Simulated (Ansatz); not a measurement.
**Sensitivity of the gradients in Bi2S3 to the input**

Cell: a COD entry.

Space group Pnma (No. 62); a = 11.3540, b = 3.9911, c = 11.1880 Å.

| site | Wyckoff | site symmetry | x | y | z |
| --- | --- | --- | --- | --- | --- |
| Bi1 | 4c | .m. | 0.4833 | 0.2500 | 0.3256 |
| Bi5 | 4c | .m. | 0.3408 | 0.7500 | 0.0341 |
| S9 | 4c | .m. | 0.2829 | 0.2500 | 0.1920 |
| S13 | 4c | .m. | 0.5492 | 0.7500 | 0.1287 |
| S17 | 4c | .m. | 0.3752 | 0.7500 | 0.4425 |

One atom of each set is listed.

Reference run. All values are calculated (Ansatz; DFT, PBE, plane waves and PAW, scalar-relativistic, 420 eV cutoff, Γ-centred 3×7×3 k-points, Fermi–Dirac smearing 0.02 eV), not measured.

Problem. The input is changed as follows: `scf.convergence.dr2_threshold`: not typed → 1e-11; `scf.lower_state_search`: not typed → standard; `hamiltonian.pseudopotentials`: {kind: paw} → {kind: paw, source: ansatz}. What happens to V_zz (10²¹ V/m²) and η?

Solution. 

| site | V_zz reference | η reference | V_zz changed | η changed |
| --- | --- | --- | --- | --- |
| Bi1 | 9.38 | 0.88 | 9.72 | 0.85 |
| Bi5 | -24.0 | 0.04 | -24.8 | 0.04 |
| S9 | -2.54 | 0.30 | -2.54 | 0.29 |
| S13 | 4.68 | 0.88 | 4.67 | 0.88 |
| S17 | -9.19 | 0.23 | -9.17 | 0.23 |

The largest change of V_zz is on Bi5, from -24.0 to -24.8. In per cent, |V_zz| changes by +3 to +4 on Bi, 0 on S (all sites that start above 0.5). The cutoff that the program takes moves with it, from 420 to 510 eV. The changed run reads another set of PAW files, with 256 valence electrons a neutral cell instead of 192. SCF iterations: 8 and 14.

On the reference run: The values hang on the deposited positions: relaxing the atoms moves V_zz on Bi1 from 9.38 to 7.58, on Bi5 from -24.0 to -19.41. Spin–orbit coupling is left out, which shifts gradients on Bi by a few per cent, and by more where contributions nearly cancel.
